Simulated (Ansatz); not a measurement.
C:
```
CELL_PARAMETERS angstrom
      2.45446     0.00000     0.00000
     -1.22723     2.12563     0.00000
      0.00000     0.00000    26.00000
ATOMIC_POSITIONS crystal
  C  0.66667 0.33333 0.50000
  C  0.33333 0.66667 0.50000
```
The layer is periodic in x and y and isolated along z.

In-plane strain on the r²SCAN+D4-relaxed layer, atoms relaxed; plane-wave PAW r²SCAN+D4 (Ansatz code). Strained cells keep their symmetry and size, so buckling under compression is not allowed; words on stability below refer to the unstrained layer.

```json
[
 {"strain x / y (%)": "-4 / -4", "ΔE (meV/atom)": "125.1", "tension xx (N/m)": "-21.08", "tension yy (N/m)": "-21.08", "work function (eV)": "3.86"},
 {"strain x / y (%)": "-2 / -2", "ΔE (meV/atom)": "29.7", "tension xx (N/m)": "-9.54", "tension yy (N/m)": "-9.54", "work function (eV)": "4.06"},
 {"strain x / y (%)": "-1 / 0", "ΔE (meV/atom)": "3.0", "tension xx (N/m)": "-3.75", "tension yy (N/m)": "-0.71", "work function (eV)": "4.21"},
 {"strain x / y (%)": "0 / 0", "ΔE (meV/atom)": "0.0", "tension xx (N/m)": "0.00", "tension yy (N/m)": "0.00", "work function (eV)": "4.25"},
 {"strain x / y (%)": "1 / 0", "ΔE (meV/atom)": "(withheld)", "tension xx (N/m)": "(withheld)", "tension yy (N/m)": "(withheld)", "work function (eV)": "(withheld)"},
 {"strain x / y (%)": "2 / 2", "ΔE (meV/atom)": "(withheld)", "tension xx (N/m)": "(withheld)", "tension yy (N/m)": "(withheld)", "work function (eV)": "(withheld)"},
 {"strain x / y (%)": "4 / 4", "ΔE (meV/atom)": "102.0", "tension xx (N/m)": "14.30", "tension yy (N/m)": "14.30", "work function (eV)": "4.59"}
]
```

Problem. Fill in the missing entries.

Solution. 
- 1 / 0, ΔE (meV/atom): 2.9
- 1 / 0, tension xx (N/m): 3.54
- 1 / 0, tension yy (N/m): 0.66
- 1 / 0, work function (eV): 4.30
- 2 / 2, ΔE (meV/atom): 26.8
- 2 / 2, tension xx (N/m): 7.87
- 2 / 2, tension yy (N/m): 7.87
- 2 / 2, work function (eV): 4.43

Space group P6/mmm (graphene). A layer that has been made, often on a substrate. It is flat by the symmetry kept. The r²SCAN+D4 relaxation kept the symmetry of its start; its stability against distortions is not shown here.

Potentials: the later of the program's two PAW sets.
